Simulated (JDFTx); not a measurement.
System: Cu(110) (Fm-3m bulk; lattice of mp-30, not re-optimised at this level), (2×1) cell of 8 atoms in 4 planes, area 18.10 Å² a face, 3.8 Å between the outermost planes in a cell 22.8 Å high; k mesh 4×8×1, Fermi width 0.01 Ha, no spin polarisation.

Adsorbate: I on both faces at 0.50 monolayer, started bridge and relaxed in vacuum, keeping the symmetry of the start.

Computed with a modified build of JDFTx: PBE, GBRV ultrasoft potentials, plane waves to 20/100 Ha. The adsorption energy per I is [E(slab + 2 I) − E(slab)]/2 − (E(HI) − ½ E(H2)), with the gas molecules relaxed at the same level and slab energies taken as (E + F)/2, the usual estimate of zero smearing. In reaction energies these potentials put H₂ about 0.03 eV too high against large-basis PBE. Energies are static: no zero-point or thermal terms. Both faces are alike, and the cell allows no reconstruction beyond its size.

Predict the adsorption energy and the geometry, and the change of the work function.

0.56 eV. I sits 2.51 Å above the highest substrate atom, bound to 4 Cu at 3.33 Å. The work function goes from 4.44 to 4.22 eV. In linear PCM (GLSSA13), water, 1 M NaF, at zero charge, the adsorption energy is 0.57 eV and the potential of zero charge moves from -0.27 to -0.38 V vs SHE (4.44 V convention).
